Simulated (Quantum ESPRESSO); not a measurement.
**Band energies of CdBr$_{2}$**

```xyz
3
Lattice="2.0111 1.1611 6.4905 -2.0111 1.1611 6.4905 0.0000 -2.3222 6.4905" Properties=species:S:1:pos:R:3 pbc="T T T"
Br     0.0000     0.0000    14.5435
Br     0.0000     0.0000     4.9280
Cd     0.0000     0.0000     0.0000
```

LDA (Quantum ESPRESSO, PseudoDojo norm-conserving, 102 Ry, without SOC); path ΓLB1,BZΓX,QFP1Z,LP; energies in eV from the valence-band maximum.

| k (1/Å) | point | band 13 | band 14 | band 15 | band 16 | band 17 | band 18 | band 19 | band 20 |
|---|---|---|---|---|---|---|---|---|---|
| 0.00 | Γ | -0.43 | -0.43 | -0.21 | -0.11 | -0.11 | 2.53 | 5.11 | 7.80 |
| 0.34 |  | -1.43 | -0.93 | -0.73 | -0.22 | -0.16 | 3.61 | 6.03 | 6.87 |
| 0.69 |  | -2.41 | -1.61 | -1.20 | -0.49 | -0.25 | 3.92 | 6.20 | 8.05 |
| 0.92 | L | -2.67 | -1.53 | -1.32 | -0.65 | -0.28 | 3.80 | 6.22 | 7.97 |
| 1.03 |  | -2.63 | -1.56 | -1.45 | -0.60 | -0.34 | 3.89 | 6.41 | 7.95 |
| 1.39 |  | -2.26 | -2.12 | -1.93 | -0.52 | -0.42 | 4.22 | 7.05 | 7.54 |
| 1.50 | B1 | -2.38 | -2.11 | -1.74 | -0.48 | -0.40 | 4.12 | 6.82 | 7.41 |
| 1.50 | B | -2.38 | -2.11 | -1.74 | -0.48 | -0.40 | 4.12 | 6.82 | 7.41 |
| 1.61 |  | -2.46 | -1.98 | -1.49 | -0.46 | -0.40 | 4.03 | 6.67 | 7.34 |
| 1.94 |  | -1.98 | -1.38 | -0.85 | -0.60 | -0.31 | 4.03 | 6.74 | 7.26 |
| 2.26 |  | -1.23 | -0.78 | -0.72 | -0.28 | -0.05 | 3.90 | 5.59 | 7.60 |
| 2.48 | Z | -1.28 | -0.52 | -0.52 | -0.02 | -0.02 | 3.69 | 5.05 | 7.98 |
| 2.60 |  | -1.12 | -0.51 | -0.51 | -0.03 | -0.03 | 3.51 | 5.07 | 7.96 |
| 2.96 | Γ | -0.43 | -0.43 | -0.21 | -0.11 | -0.11 | 2.53 | 5.11 | 7.80 |
| 3.26 |  | -1.21 | -0.95 | -0.50 | -0.27 | -0.09 | 3.41 | 5.99 | 6.72 |
| 3.55 |  | -1.96 | -1.93 | -1.01 | -0.74 | 0.00 | 4.20 | 6.48 | 7.36 |
| 3.84 |  | -2.24 | -2.16 | -1.75 | -0.78 | -0.18 | 4.25 | 6.94 | 7.93 |
| 4.04 | X | -2.27 | -2.24 | -1.77 | -0.48 | -0.42 | 4.15 | 6.97 | 7.34 |
| 4.04 | Q | -2.27 | -2.24 | -1.77 | -0.48 | -0.42 | 4.15 | 6.97 | 7.34 |
| 4.40 |  | -2.85 | -1.56 | -1.24 | -0.19 | -0.06 | 3.38 | 5.68 | 7.63 |
| 4.52 | F | -2.89 | -1.46 | -1.24 | -0.08 | -0.03 | 3.26 | 5.49 | 7.62 |
| 4.52 | P1 | -2.80 | -1.42 | -1.27 | -0.24 | -0.12 | 3.39 | 5.75 | 7.76 |
| 4.61 |  | -2.69 | -1.38 | -1.19 | -0.34 | -0.11 | 3.44 | 5.85 | 7.77 |
| 4.86 |  | -1.97 | -1.10 | -0.92 | -0.70 | -0.07 | 3.87 | 6.16 | 7.85 |
| 5.12 |  | -1.24 | -0.88 | -0.71 | -0.42 | -0.03 | 3.94 | 5.74 | 7.52 |
| 5.37 | Z | -1.28 | -0.52 | -0.52 | -0.02 | -0.02 | 3.69 | 5.05 | 7.98 |
| 5.37 | L | -2.67 | -1.53 | -1.32 | -0.65 | -0.28 | 3.80 | 6.22 | 7.97 |
| 5.70 | P | -2.80 | -1.42 | -1.27 | -0.24 | -0.12 | 3.39 | 5.75 | 7.76 |

The LDA gap is indirect, 2.53 eV, from 55 % of the way from Γ to X to Γ; the smallest direct gap is 2.63 eV.

Spin-orbit splittings are left out.

Geometry of the Materials Project entry, not relaxed at this level.

The distance between layers or molecules is the database entry's, not relaxed here. Functionals without dispersion can leave it too large, which widens gaps and weakens the response across layers: the numbers belong to this cell.
